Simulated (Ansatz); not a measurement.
Values for one crystal, relaxed and computed with PBEsol in the plane-wave PAW code Ansatz; other levels are named.

```yaml
volume_per_atom: 18.39 Å³
electronic_character: no gap, with almost no states at the Fermi level (zero-gap or semimetallic)
Pressure derivative B′: 4.6
Density of states at the Fermi level: 0.03 states/eV per atom (mean over ±0.08 eV)
Bulk modulus (Birch–Murnaghan fit): 95.8 GPa
Formation energy from the elements (no fitted shifts): 0.38 eV/atom
```

### Question
Pick the material that matches.
A. SiSnGeC, R3m (C on 3a, Si on 3a, Ge on 3a, Sn on 3a)
B. Y5Ge3, P6_3/mcm (Y on 6g, Y on 4d, Ge on 6g)
C. GeSe, P-6m2 (Ge on 1a, Se on 1f)
D. TiGe2, Fddd (Ti on 8b, Ge on 16f)

### Answer
A, SiSnGeC, R3m (C on 3a, Si on 3a, Ge on 3a, Sn on 3a)

The start of the workflow was typed in or built on a structure type; neither database checked (COD, Materials Project) lists it. Whether it is the stable phase at ambient conditions was not checked. Symmetry was held in the PBEsol relaxation; whether a distortion lowers the energy is not shown. The volume moved by 21 % from the start of the relaxation. Its formation energy is positive at this level, so the cell may be metastable or incomplete. The references are the lowest solids computed at this level, not always the standard phases. Scalar-relativistic: spin–orbit coupling is off unless named, which matters more the heavier the elements.

Potentials: the later of the program's two PAW sets.
